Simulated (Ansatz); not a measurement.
PbS:
```
PbS
1.0
    0.00000     2.98714     2.98714
    2.98714     0.00000     2.98714
    2.98714     2.98714     0.00000
Pb S
1 1
Direct
  0.00000   0.00000   0.00000
  0.50000   0.50000   0.50000
```

Relaxed with r²SCAN. Special points in fractions of this cell's reciprocal vectors: Γ (0.000, 0.000, 0.000); X (0.500, 0.000, 0.500); U (0.625, 0.250, 0.625); K (0.375, 0.375, 0.750); L (0.500, 0.500, 0.500); W (0.500, 0.250, 0.750).

Q: List the band energies nearest the valence-band maximum at these points for the program Ansatz at the r²SCAN with spin–orbit coupling level (PAW).

A: In eV from the valence-band maximum; about four levels below and three above (degenerate sets whole), none deeper than 8.9 eV; points with the same levels are listed once.

| k | below | above |
|---|---|---|
| Γ | -2.16 -2.16 -2.16 -2.16 | 3.69 3.69 6.25 6.25 6.25 6.25 |
| X | -3.66 -3.66 -3.35 -3.35 | 4.28 4.28 4.74 4.74 |
| U | -3.04 -3.04 -2.47 -2.47 | 3.20 3.20 4.41 4.41 |
| L | -1.85 -1.85 0.00 0.00 | 0.20 0.20 1.87 1.87 |
| W | -4.32 -4.32 -1.08 -1.08 | 2.19 2.19 4.84 4.84 |

Space group Fm-3m (rock salt). The cell was relaxed with r²SCAN under the symmetry of its start.

Potentials: the later of the program's two PAW sets.
